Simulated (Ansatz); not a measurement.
One crystal and one scan (frozen-phonon scan) at two levels, PBE (plane waves to 420 eV, PAW, scalar-relativistic; Ansatz, a program for electronic structure) and r2SCAN (plane waves to 500 eV, PAW, scalar-relativistic; Ansatz), each from its own relaxed cell and on its own mesh.

The crystal is Pt (fcc, Cu type); a phonon pattern at L = (0.5, 0.0, 0.0) is frozen into a 2-atom cell, Q being the largest atomic displacement.

Pt is run without spin polarisation. Pt was relaxed with its symmetry unable to fall. Spin-orbit coupling is left out, though Pt is heavy. The PAW data are Ansatz's earlier set. With partly filled bands, energies and forces of such displacements shift with the k mesh and the smearing. Both scans cover Q from -0.100 to 0.100 Å.

```
quantity                                                                                  run 1  run 2
----------------------------------------------------------------------------------------  -----  -----
Lattice constant a (Å)                                                                    3.940  3.970
Energy at Q = 0.100 Å (meV/cell)                                                            271    252
Harmonic wavenumber from the curvature (finite differences) (cm⁻¹ (negative: imaginary))    192    185
```

### Question
Which run is which level?

### Answer
Run 2 is PBE, run 1 is r2SCAN. PBE gives the higher value for: lattice constant a. PBE gives the lower value for: energy at Q = 0.100 Å; harmonic wavenumber from the curvature. Both give the same space group of the distorted cell: R-3m (No. 166), lowered from Fm-3m.

(A displaced cell: forces are minus the slopes of the energy, force constants its curvatures, and phonons follow from these.)
